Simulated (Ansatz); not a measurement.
Cu Kα1 powder pattern (kinematic, no thermal factors).
| 2θ (°) | relative intensity |
| --- | --- |
| 11.86 | 100 |
| 23.85 | 6 |
| 31.03 | 35 |
| 31.62 | 4 |
| 33.33 | 13 |
| 34.56 | 1 |
| 36.02 | 61 |
| 39.51 | 3 |
| 41.51 | 2 |
| 43.66 | 72 |
| 48.82 | 8 |
| 53.46 | 3 |
| 55.20 | 26 |
| 56.68 | 10 |
| 58.98 | 7 |
| 60.97 | 3 |
| 62.21 | 4 |
| 64.69 | 4 |
| 64.88 | 2 |
| 66.03 | 2 |
| 67.70 | 9 |
| 71.15 | 4 |
| 72.90 | 15 |
| 76.76 | 13 |
| 85.07 | 3 |
| 87.88 | 9 |

The pattern is computed from a structure relaxed with DFT PBE, scalar-relativistic, plane waves, PAW in Ansatz. Collinear spin, ending at 1.0 μB a primitive cell. Its elements are Mo, Se, V.

**Question.** Give the structure.

**Answer.** VMo3Se8.
Space group P-6m2 (No. 187). a = 3.325 Å, b = 3.325 Å, c = 29.822 Å, α = 90.00°, β = 90.00°, γ = 120.00°
```csv
atom,site,symmetry,x,y,z
V,1a,-6m2,0.0000,0.0000,0.0000
Mo,2h,3m.,0.3333,0.6667,0.2470
Mo,1b,-6m2,0.0000,0.0000,0.5000
Se,2g,3m.,0.0000,0.0000,0.3029
Se,2g,3m.,0.0000,0.0000,0.8089
Se,2h,3m.,0.3333,0.6667,0.0537
Se,2h,3m.,0.3333,0.6667,0.5559
```

A pattern alone doesn't exclude other cells with like lines; this is the one computed.

The structure comes from a generated guess; another structure or a mixture of phases may lie lower. No dispersion correction is applied, so the spacing between layers, chains or molecules is poorly fixed.
